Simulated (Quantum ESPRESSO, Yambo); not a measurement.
BeS: DFT and GW levels

BeS has the cubic space group F-43m (No. 216), the zinc blende structure, Pearson symbol cF8. Conventional cell: a = b = c = 4.8398 Å, α = β = γ = 90.00°. Be on 4a is coordinated by 4 S at 2.096 Å (tetrahedral). S on 4d is surrounded by 4 Be at 2.096 Å (tetrahedral). (Neighbours: up to the widest gap in distance over summed covalent radii, below 1.35, at either atom; cation-cation contacts left out.)
(The calculation used a cell of 2 atoms; values per cell refer to that cell.)

Cell and atoms were relaxed with PBEsol from Materials Project entry mp-422, within its symmetry.

Starting point: PBEsol (pw.x of Quantum ESPRESSO, ONCV potentials, scalar-relativistic). G0W0 in Yambo: 6×6×6 Γ-centred k mesh, bands 2 to 62 and a 10 Ry block in the screening, 62 bands in G with the Bruneval-Gonze terminator, plasmon pole fitted at 27.2 eV.

```yaml
PBEsol gap along the band path: 2.92 eV
PBEsol gap between the mesh's edge points (Γ → X): 2.92 eV
G0W0 gap between the same points: 4.56 eV
PBEsol smallest direct gap on the mesh (at Γ): 5.59 eV
G0W0 direct gap at that point: 7.56 eV
```

| k point | band | E PBEsol (eV) | E QP (eV) | shift (eV) | Z |
|---|---|---|---|---|---|
| Γ | VB | 0.00 | -1.19 | -1.19 | 0.80 |
| Γ | CB | 5.59 | 6.37 | 0.77 | 0.81 |
| X | VB | -2.69 | -3.96 | -1.27 | 0.79 |
| X | CB | 2.92 | 3.37 | 0.45 | 0.83 |

Energies count from the PBEsol valence-band maximum.

Nearest settings tried, and what they do to the gap: 45 bands in W, 45 bands in G: -15 meV; 8 Ry block (89 vectors against 137): -59 meV; 8×8×8 mesh: -12 meV. So the settings aren't converged at that level.
